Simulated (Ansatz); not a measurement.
Profile along the As–Al line in AlAs (zinc blende)

AlAs (zinc blende)

```
AlAs
1.0
    0.00000     2.86406     2.86406
    2.86406     0.00000     2.86406
    2.86406     2.86406     0.00000
As Al
1 1
Cartesian
  4.29609   4.29609   4.29609
  0.00000   0.00000   0.00000
```

Fields along a shortest As–Al line of a {110} plane (2.48 Å), from As to Al, interpolated on the slice's grid (step about 0.2 Å). Method: PBE (plane waves to 420 eV, PAW, scalar-relativistic; Ansatz, a first-principles code). k mesh 10×10×10. Near the nuclei the fields are pseudised (PAW); where an atom keeps semicore shells as valence, they peak there. AlAs was relaxed with its symmetry unable to fall. The PAW data are Ansatz's earlier set.

| distance from As (Å) | valence electron density (e/Å³) | electron localisation function | density of the highest valence band (e/Å³) | density of the lowest conduction band (e/Å³) |
|---|---|---|---|---|
| 0.00 | 46.06 | x | 0.001 | 0.041 |
| 0.12 | 40.23 | x | 0.006 | 0.045 |
| 0.25 | 26.99 | x | 0.023 | 0.054 |
| 0.37 | 13.99 | x | 0.054 | 0.066 |
| 0.50 | 5.66 | x | 0.094 | 0.073 |
| 0.62 | 2.11 | 0.50 | 0.134 | 0.070 |
| 0.74 | 1.04 | 0.66 | 0.161 | 0.059 |
| 0.87 | 0.75 | 0.75 | 0.165 | 0.044 |
| 0.99 | 0.64 | 0.81 | 0.162 | 0.032 |
| 1.12 | 0.54 | 0.87 | 0.147 | 0.026 |
| 1.24 | 0.46 | 0.90 | 0.131 | 0.027 |
| 1.36 | 0.41 | 0.92 | 0.116 | 0.033 |
| 1.49 | 0.36 | 0.92 | 0.102 | 0.040 |
| 1.61 | 0.31 | 0.91 | 0.085 | 0.046 |
| 1.74 | 0.25 | 0.80 | 0.065 | 0.047 |
| 1.86 | 0.18 | 0.49 | 0.041 | 0.042 |
| 1.98 | 0.12 | x | 0.020 | 0.033 |
| 2.11 | 0.08 | x | 0.007 | 0.026 |
| 2.23 | 0.06 | x | 0.001 | 0.020 |
| 2.36 | 0.05 | x | 0.000 | 0.017 |
| 2.48 | 0.05 | x | 0.000 | 0.016 |

x: too close to a nucleus for the ELF to mean much. Band densities are of whole bands, smooth part only.

Density on the As–Al line (2.48 Å) at its midpoint: 0.46 e/Å³. ELF at that point: 0.9. ELF maximum in the middle third of the As–Al line: 0.92, 1.4 Å from As.
